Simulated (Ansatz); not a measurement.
Polymorphs of Nb₅Si₃, each relaxed with r²SCAN (plane waves, PAW; program Ansatz):

A: I4/mcm
a = b = 6.587 Å, c = 11.879 Å, α = β = γ = 90.00°

```tsv
atom	site	symmetry	x	y	z
Nb	16l	..m	0.3335	0.1665	0.1487
Nb	4c	4/m..	0.0000	0.0000	0.0000
Si	8h	m.2m	0.1286	0.3714	0.0000
Si	4a	422	0.0000	0.0000	0.2500
```

B: P6_3/mcm
a = b = 7.556 Å, c = 5.252 Å, α = β = 90.00°, γ = 120.00°

```json
[
 {"atom": "Nb", "site": "6g", "symmetry": "m2m", "x": "0.2508", "y": "0.2508", "z": "0.7500"},
 {"atom": "Si", "site": "6g", "symmetry": "m2m", "x": "0.3929", "y": "0.3929", "z": "0.2500"},
 {"atom": "Nb", "site": "4d", "symmetry": "3.2", "x": "0.3333", "y": "0.6667", "z": "0.0000"}
]
```

Problem. Rank these by energy per atom at 0 K (lowest first), as r²SCAN gives it.

Solution. A (+0 meV/atom), B (+107 meV/atom)

Standing as an ambient phase not checked: A; B. All cells were relaxed under the symmetry of their starts (and spin orders); stability against distortions was not tested throughout. Rows with no word on spin ran without spin polarisation. Spin–orbit coupling is left out wherever it is not named.

Energies hold the estimated change up to a 700 eV cutoff; steps of a few meV lie near the error of the meshes.

Potentials: the later of the program's two PAW sets.
